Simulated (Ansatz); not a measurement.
According to the program Ansatz at the r²SCAN level (PAW), GaN in the hexagonal phase (P6_222; Ga on 3d, N on 3c) relaxes to a = 3.125 Å, c = 7.371 Å. Against the elements it lies at -0.25 eV/atom, with no fitted shifts.

It is gapped at this level: 1.89 eV (indirect). The valence maximum lies at A and the conduction minimum at Γ. HSE06 on the same cell gives 2.66 eV. Gap from r²SCAN with spin–orbit coupling: 1.89 eV. The electron mass is 0.15, 0.15, 0.16 mₑ (principal values). The hole mass is 0.46, 0.46, 1.0 mₑ (principal values).

An equation-of-state fit gives a bulk modulus of 207 GPa. The relaxed-ion elastic constants in GPa are C11 = 368, C12 = 111, C13 = 112, C33 = 484, C44 = 133. The elastic constants imply a Debye temperature near 684 K. Bader charges are Ga +1.63, N -1.63 e.

The start of the workflow was typed in or built on a structure type; neither database checked (COD, Materials Project) lists it. It is not the phase usual at ambient conditions (space group No. 186, 216). The r²SCAN relaxation kept the symmetry of its start; whether a distortion lowers the energy is not shown. The references are the lowest solids computed at this level, not always the standard phases (solids in place of the gases). Spin–orbit coupling is left out wherever it is not named.

Potentials: the later of the program's two PAW sets.
